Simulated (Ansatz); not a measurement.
TiSi in space group P6/mmm (No. 191; Ti on 3f, Si on 1a, Si on 2d) at seven volumes, the program Ansatz at the PBE level (PAW), shape and atoms relaxed at each. One row is withheld.

```tsv
V (Å³/atom)	P (GPa)
16.548	12.58
17.094	7.74
17.639	?
18.185	0.00
18.730	-3.07
19.276	-5.69
19.821	-7.94
```

Fit the shown pressures and predict the withheld one.

P = (3/2)B₀(x^(7/2) − x^(5/2))[1 + (3/4)(B′ − 4)(x − 1)] with x = (V₀/V)^(2/3). Least squares on the six rows gives V₀ = 18.185 Å³/atom, B₀ = 110 GPa, B′ = 4.09. At V = 17.639, x = 1.0205 and P = 3.57 GPa. The run itself gave 3.58 GPa.

A made-up cell: these elements were put on the sites of a structure type; neither database checked (COD, Materials Project) lists it. COD files the formula under space group No. 25, so this cell is another polymorph or a model. Its standing as an ambient phase is unchecked. The cell was relaxed with PBE under the symmetry of its start; whether a distortion lowers the energy is not shown. No spin polarisation was allowed.

Potentials: the later of the program's two PAW sets.
